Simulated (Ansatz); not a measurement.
TaRu: stationary points along a deformation path

Level of theory: DFT r2SCAN, scalar-relativistic, plane waves, PAW (Ansatz). Cutoff 500 eV, Γ-centred 18×18×16 k-points, Gaussian smearing of 0.15 eV. Spin–orbit coupling is left out, which can shift energies with elements as heavy as these. No spin polarisation. Energies are free energies at this smearing, counted from the undisturbed cell; pressure is positive in compression.

The starting cell (as given, not relaxed at this level; it stands at -1.3 GPa, and it needn't be the usual structure):

```xyz
2
Lattice="3.0530 0.0000 0.0000 0.0000 3.0530 0.0000 0.0000 0.0000 3.3890" Properties=species:S:1:pos:R:3 pbc="T T T"
Ta    1.5265    1.5265    1.6945
Ru    0.0000    0.0000    0.0000
```

At fixed volume and fractional coordinates, lengths along (0.000, 0.000, 1.000) are scaled against those across it; ρ is that ratio over its starting value. V = 15.794 Å³/atom. Δσ is the stress along the axis less the mean stress across it (compression positive).

| ρ | ΔE (meV/atom) | Δσ (GPa) | space group |
| --- | --- | --- | --- |
| 0.850 | 27.5 | 0.83 | P4/mmm |
| 0.920 | 31.1 | 5.21 | P4/mmm |
| 0.960 | 11.1 | 7.06 | P4/mmm |
| 1.000 | 0.0 | 0.47 | P4/mmm |
| 1.050 | 11.7 | -7.89 | P4/mmm |
| 1.100 | 49.2 | -16.35 | P4/mmm |
| 1.200 | 159.9 | -19.06 | P4/mmm |

Q: How does the stress give the slope of the energy, and where is the energy stationary?

A: Along the path d ln(length) is 2/3 d ln ρ on the axis and −1/3 d ln ρ across it, so dE/d ln ρ = −(2/3) V Δσ: the energy falls with ρ where Δσ is positive. Δσ vanishes or changes sign between ρ = 0.850 and 0.920, at least a minimum and a maximum (the energy rises over this step, yet the slope at both ends points the other way); between ρ = 1.000 and 1.050, a minimum (near 1.00 by linear interpolation). Pairs of stationary points between two samples would go unseen, and could change a minimum read from distant neighbours into a maximum.

Q: Integrate that slope from ρ = 1 to 1.200 by the trapezoid rule.

A: With V/N in Å³ and 1 eV/Å³ = 160.2 GPa the slopes at ρ = 1.000, 1.050, 1.100, 1.200 are -31, 519, 1075, 1253 meV/atom per unit of ln ρ. The steps add 11.9 + 37.1 + 101.2 = 150.2 meV/atom, against 159.9 from the energies; the trapezoid rule misses the curvature of the slope within each step.

In a metal these slopes depend on the k mesh and the smearing.